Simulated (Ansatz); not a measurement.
Input and command of a plane-wave DFT calculation in Ansatz:

```yaml
crystal:
  lattice:
    - [3.628, 0.0, 0.0]
    - [0.0, 3.628, 0.0]
    - [0.0, 0.0, 3.628]
  atoms:
    - { symbol: Mg, position: [0.0, 0.0, 0.0] }
    - { symbol: Tl, position: [0.5, 0.5, 0.5] }
basis:
  ecutwfc: 420
kpoints:
  mp_grid: { grid: [12, 12, 12] }
hamiltonian:
  xc: pbesol
scf:
  occupations: { method: gaussian, width: 0.1 }
output:
  forces: true
  stress: true
  eigenvalues: true
relax:
  adjacent_minimum: "off"
  f_tol: 0.005
  max_steps: 80
  cell: { stress_tol: 0.05 }
```

```bash
ansatz run input.yaml --threads 1 --pin off --max-ram 2560MiB --backend cpu --events-out ev --progress --plain --runs-dir out
```

Processor: Arm Neoverse V1, 1 thread, on a host shared with other jobs.

How long does it run, and how much memory does it take?

About 12 s on 1 thread of Arm Neoverse V1 (shared host), peak memory 0.35 GiB. It solves 16 bands at 84 k points (the mesh reduced by symmetry) with about 925 plane waves (on the last cell), in 14 SCF iterations over 3 ionic steps.
